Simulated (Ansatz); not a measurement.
## Al$_{3}$Ni: pressure against volume

Al$_{3}$Ni, Pnma, a = 6.597 Å, b = 7.308 Å, c = 4.751 Å. Ansatz: r2SCAN, PAW, 500 eV, Γ-centred 6×6×8 mesh on 16 atoms, Gaussian smearing 0.10 eV; no spin polarisation. Shape and atoms are relaxed at each volume; pressure is positive in compression.

| V (Å³/atom) | P (GPa) |
| --- | --- |
| 12.599 | 21.06 |
| 13.029 | ? |
| 13.458 | 8.86 |
| 13.888 | 4.09 |
| 14.317 | -0.01 |
| 14.747 | -3.49 |
| 15.176 | -6.42 |
| 15.749 | -9.66 |

Question: Take V0 = 14.317 Å³/atom, count pressures from its P0 = -0.01 GPa, fit the third-order Birch–Murnaghan form to the other rows, and predict the missing pressure.

Answer: With the Eulerian strain f = ½[(V0/V)^(2/3) − 1] and y = (P − P0)/[3f(1 + 2f)^(5/2)], the form is the line y = B0 + 1.5 B0 (B0′ − 4) f. Rows (f, y): 0.04448, 127.6; 0.02106, 126.6; 0.01024, 126.9; -0.00977, 124.7; -0.01905, 123.6; -0.03079, 122.5. Means f = 0.002695, y = 125.32; Σ(Δf)² = 0.003890, ΣΔfΔy = 0.2703; the slope is their ratio. y = 125.1 + 69.48 f GPa, so B0 = 125.1 GPa and B0′ = 4 + 2 × (69.48)/(3 × 125.1) = 4.37. At V = 13.029, f = 0.03243, y = 127.35 and P = 14.49 GPa. The run gave 14.48 GPa, so the fit is 0.01 GPa too high, within the rms miss on the fitted rows (0.05 GPa).

Cost: 8 runs of about 60 core-minutes in all, on Oxide Virtual Turin-like Processor (Zen 5) (shared hosts).